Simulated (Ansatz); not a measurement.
Data:

BiTe:
```cif
data_Bi3Te3
_chemical_formula_sum 'Bi3 Te3'
_space_group_name_H-M_alt 'R-3m :H'
_space_group_IT_number 166
_space_group_name_Hall '-R 3 2"'
_cell_length_a 4.82286
_cell_length_b 4.82286
_cell_length_c 9.88481
_cell_angle_alpha 90.000
_cell_angle_beta 90.000
_cell_angle_gamma 120.000
loop_
_atom_site_label
_atom_site_type_symbol
_atom_site_symmetry_multiplicity
_atom_site_Wyckoff_symbol
_atom_site_fract_x
_atom_site_fract_y
_atom_site_fract_z
_atom_site_occupancy
Bi1 Bi 3 b 0.00000 0.00000 0.50000 1
Te1 Te 3 a 0.00000 0.00000 0.00000 1
```
(The calculation used a cell of 2 atoms; values per cell refer to that cell.)

This is the r²SCAN-relaxed structure.

**Question.** All from plane-wave PAW r²SCAN (Ansatz code), unless another level is named. Give the bulk modulus (Birch–Murnaghan fit).

**Answer.** 44.7 GPa.

**Question.** What about the highest zone-centre frequency?

**Answer.** 89 cm⁻¹.

The workflow started from a Materials Project entry (that database holds measured and hypothetical structures alike); the Crystallography Open Database copy checked does not list it. COD files the formula under space group No. 164, 225. Its standing as an ambient phase is unchecked. The cell was relaxed with r²SCAN under the symmetry of its start; its stability against distortions is not shown here. With an odd number of electrons in the cell and no spin polarisation, the count alone makes it a metal. As this level gives no gap, phonon frequencies hold no LO–TO term and depend on the k-mesh and smearing (Fermi–Dirac, 0.1 eV here). Scalar-relativistic: spin–orbit coupling is off unless named, which matters more the heavier the elements.

Potentials: the later of the program's two PAW sets.
